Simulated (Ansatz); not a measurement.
Relaxed ZnS (zinc blende):

```
CELL_PARAMETERS angstrom
      0.00000     5.38911     5.38911
      2.69456     2.69456     5.38911
      2.69456     2.69456     0.00000
ATOMIC_POSITIONS crystal
  S  0.00000 0.75000 0.75000
  S  0.50000 0.75000 0.75000
  Zn 0.00000 0.00000 0.00000
  Zn 0.50000 0.00000 0.00000
```

The atoms are displaced by Q × the pattern below (from a DFPT mode at X = (0.5, 0.5, 0.0), largest move 1; Q in Å), at fixed cell. It is one choice among 2 degenerate patterns. (q is in reciprocal vectors of the primitive cell; the cell shown is doubled to hold the pattern.)

```json
[
 {"atom": "S1", "x": "-0.624", "y": "0.000", "z": "0.000"},
 {"atom": "S2", "x": "0.624", "y": "0.000", "z": "0.000"},
 {"atom": "Zn3", "x": "0.000", "y": "-1.000", "z": "0.000"},
 {"atom": "Zn4", "x": "0.000", "y": "1.000", "z": "0.000"}
]
```

These are r2SCAN (plane waves to 500 eV, PAW, scalar-relativistic; Ansatz, a first-principles code) values and carry that method's errors. k mesh 11×11×11 (Γ-centred), Fermi-Dirac smearing 0.05 eV. E stands for the smeared free energy. ZnS was relaxed with its symmetry unable to fall. ΔE is measured from the undisplaced structure.

```csv
Q (Å),ΔE (meV/cell)
-0.100,24.8
-0.067,11.0
-0.033,2.8
0.000,0.0
0.033,2.8
0.067,11.0
0.100,24.8
```

Which DFPT wavenumber at X = (0.5, 0.5, 0.0) belongs to this mode?
A) 327 cm⁻¹
B) 309 cm⁻¹
C) 212 cm⁻¹
D) 93 cm⁻¹

D, 93 cm⁻¹. The curvature of the scan gives 93 cm⁻¹

(A displaced cell: forces are minus the slopes of the energy, force constants its curvatures, and phonons follow from these.)
